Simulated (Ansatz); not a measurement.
Computed with DFT PBE, scalar-relativistic, plane waves, PAW (Ansatz 0.2.0). Settings: cutoff 420 eV, Γ-centred meshes spaced at most about 0.3 Å⁻¹, and about 0.25 Å⁻¹ or finer for metals (2π included), Gaussian smearing. No spin polarisation in the final relaxations.

Temperature and zero-point effects are left out.

Compare these two cells of Al2P3, each relaxed at this level.

A.

```
Al P
1.0
     4.59945    0.00000    0.00000
    -2.29972    3.98324    0.00000
     0.00000    0.00000    6.67883
Al P
2 3
Direct
  0.33333 0.66667 0.00000
  0.66667 0.33333 0.00000
  0.00000 0.00000 0.34613
  0.00000 0.00000 0.65387
  0.00000 0.00000 0.00000
```

B.

```
Al P
1.0
     3.46326    0.00000    0.00000
    -1.73163    2.99927    0.00000
     0.00000    0.00000    7.84179
Al P
2 3
Direct
  0.33333 0.66667 0.18822
  0.66667 0.33333 0.81178
  0.33333 0.66667 0.60122
  0.66667 0.33333 0.39878
  0.00000 0.00000 0.00000
```

Question: Which form is favoured at zero pressure, and by what margin per atom?

Answer: B is lower, by 0.74 eV/atom. A has space group P6/mmm (No. 191), 24.5 Å³/atom and no gap on its mesh; B has space group P-3m1 (No. 164), 16.3 Å³/atom and no gap. Counting P atoms around Al (those within 1.25 times the shortest such distance or 1.15 times the sum of covalent radii, 1.27 where that leaves under three), A has Al 3 and B has Al 6. A holds P–P chains (shortest 2.06 Å); in B the shortest P–P distance is 2.55 Å, near bonding range too. The denser one is the lower, and pressure would at first widen the difference. In A, Al is surrounded by 3 Al at 2.66 Å and 3 P at 2.66 Å; P on a site of symmetry 6mm is surrounded by 1 P at 2.06 Å and 1 P at 2.31 Å; P on a site of symmetry 6/mmm has 2 P at 2.31 Å and 6 Al at 2.66 Å. In B, around Al lie 6 P at 2.49–2.59 Å; around P on a site of symmetry 3m lie 3 P at 2.55 Å and 3 Al at 2.59 Å; P on a site of symmetry -3m is surrounded by 6 Al at 2.49 Å. Both come from invented guesses. A third cell relaxed alike, in Pmmn, lies 136 meV/atom below the lower of the two.

In P6/mmm, P-3m1 an odd number of electrons in the primitive cell allows no gap without spin; a larger cell or a magnetic state could open one. A magnetic state wasn't ruled out in cells without spin, among them P6/mmm, P-3m1. Cells relaxed within their symmetry can be saddle points.
